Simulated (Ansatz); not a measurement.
**Equation of state of indium, diamond**

These are results of DFT, LDA (PW92), plane waves (420 eV) with PAW, scalar-relativistic (Ansatz 0.2.0), not measurements. (PAW data from PBE, frozen cores regenerated.)

The cell is scaled uniformly from the relaxed one, with fractional coordinates and shape fixed. Energies are extrapolated to zero smearing, pressures are those at the given smearing. Magnetic state: spin not included.

```tsv
V (Å³/atom)	E − E₀ (meV/atom)	P (GPa)
29.705	62.5	5.69
31.055	25.4	3.34
32.406	5.7	1.49
33.756	0.0	0.04
35.106	5.1	-1.08
36.456	18.5	-1.96
37.806	38.4	-2.65
```

Problem. Fit a third-order Birch-Murnaghan equation.

Solution. V₀ = 33.75 Å³/atom, B₀ = 32 GPa, B₀′ = 5.2.
